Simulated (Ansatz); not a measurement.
CaGa in space group Cmcm (No. 63; Ca on 4c, Ga on 4c), DFT-PBE in the program Ansatz with PAW potentials, all energies at zero smearing, with the estimated change up to a 700 eV cutoff added, with one set of potentials and settings (totals compare only within such a set). Cell of 4 atoms (2 Ca, 2 Ga): -11201.658 eV.

```json
[
 {"element": "Ca", "reference phase": "Fm-3m, 1 atoms in the cell", "E (eV/atom)": "-1816.8597"},
 {"element": "Ga", "reference phase": "Cmce, 4 atoms in the cell", "E (eV/atom)": "-3783.0209"}
]
```

Formation energy per atom, worked out: (-11201.658 − 2×(-1816.8597) − 2×(-3783.0209))/4 = -0.474 eV/atom (-46 kJ per mol of atoms), at 0 K, without zero-point energy or fitted corrections.

The first step of the workflow began from a Materials Project structure, measured or hypothetical; the Crystallography Open Database copy checked does not list it. Whether it is the stable phase at ambient conditions was not checked. The PBE relaxation kept the symmetry of its start; whether a distortion lowers the energy is not shown. The references are the lowest solids computed at this level, not always the standard phases.

Potentials: the later of the program's two PAW sets.
